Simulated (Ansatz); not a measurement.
YbAg, a database entry at a rescaled volume

```
Ag Yb
1.0
     3.66643    0.00000    0.00000
     0.00000    3.66643    0.00000
     0.00000    0.00000    3.66643
Ag Yb
1 1
Direct
  0.00000 0.00000 0.00000
  0.50000 0.50000 0.50000
```

Single point in Ansatz 0.2.0 with LDA, no spin polarisation. Cutoff 420 eV, PAW datasets, 7×7×7 Γ-centred k mesh, fermi-dirac filling (width 0.1276 eV).

(1) What is the formation energy?

(2) Describe some of the short contacts.

(3) What does the stress say?

(4) Which element gives electrons and which takes them?

(5) Metal or insulator?

Origin: a database entry at a rescaled volume. Caveats: no spin polarisation, so a magnetic state may lie lower; f levels without a U or exact exchange are poorly placed.

Run time, from a saved density: 12 s on 1 thread of Arm Neoverse V1 (shared host), peak memory 0.36 GiB. The time holds forces, stress, Bader, DOS, bands, ELF.

Answers

(1) -0.28 eV an atom against the elements' usual phases (free molecules for gases, crystals otherwise, with no correction for O₂ or N₂), so it is bound against them; other compounds may still compete. Relaxing would lower it.

(2) Ag–Yb at 3.18 Å: least valence density 0.14 e/Å³ and ELF 0.14 there. Ag–Ag at 3.67 Å: least valence density 0.10 e/Å³ and ELF 0.28 there. Yb–Yb at 3.67 Å: least valence density 0.07 e/Å³ and ELF 0.09 there. Both are smooth PAW fields, read partly inside the augmentation spheres.

(3) The pressure is -6.3 GPa (compression positive), so with the atoms held at these fractions the cell would first shrink.

(4) Bader charges in e: Yb +1.16, Ag -1.16. In the mean Yb gives up most and Ag takes most.

(5) It is a metal, with about 2.1 states/eV a cell as the mean within 0.25 eV of the Fermi level, mostly Yb d (48 %) and Yb f (30 %).
